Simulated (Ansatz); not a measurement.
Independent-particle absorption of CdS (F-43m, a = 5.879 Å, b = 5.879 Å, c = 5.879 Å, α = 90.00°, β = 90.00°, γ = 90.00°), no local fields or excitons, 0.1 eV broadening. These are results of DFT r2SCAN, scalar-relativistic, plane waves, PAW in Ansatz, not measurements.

Settings: cutoff 500 eV, Γ-centred mesh 8×8×8 on the computed 2-atom cell, Gaussian smearing of 0.02 eV; no spin polarisation. The spectrum is summed on a 12×12×12 mesh.

```
CELL_PARAMETERS angstrom
0.00000 2.93928 2.93928
2.93928 0.00000 2.93928
2.93928 2.93928 0.00000
ATOMIC_POSITIONS crystal
Cd 0.00000 0.00000 0.00000
S 0.25000 0.25000 0.25000
```

photon energy (eV), ε2,zz and a bar:
```
      0.0       0.00
      0.4       0.00
      0.8       0.00
      1.2       0.00
      1.6       0.42 #
      2.0       1.10 ####
      2.4       1.33 ####
      2.8       1.52 #####
      3.2       1.76 ######
      3.6       2.17 #######
      4.0       3.26 ###########
      4.4       4.92 ################
      4.8       4.25 ##############
      5.2       3.97 #############
      5.6       4.54 ###############
      6.0       9.30 ##############################
      6.4       7.42 ########################
      6.8       6.73 ######################
      7.2       6.68 ######################
      7.6       5.76 ###################
      8.0       8.18 ##########################
      8.4       6.15 ####################
      8.8       4.00 #############
      9.2       2.87 #########
      9.6       2.36 ########
     10.0       1.79 ######
     10.4       1.48 #####
     10.8       1.62 #####
     11.2       1.45 #####
     11.6       1.57 #####
     12.0       1.72 ######
     12.4       1.24 ####
     12.8       1.26 ####
     13.2       0.93 ###
     13.6       0.84 ###
     14.0       0.82 ###
```

The strongest peak lies near 6.0 eV. ε∞ (xx, yy, zz) = 5.7, 5.7, 5.7.

This zinc-blende form isn't the usual stable structure of the compound.

Cost: 1 run of about 0.46 core-minutes, on Intel Xeon 6975P-C (Granite Rapids) (shared hosts).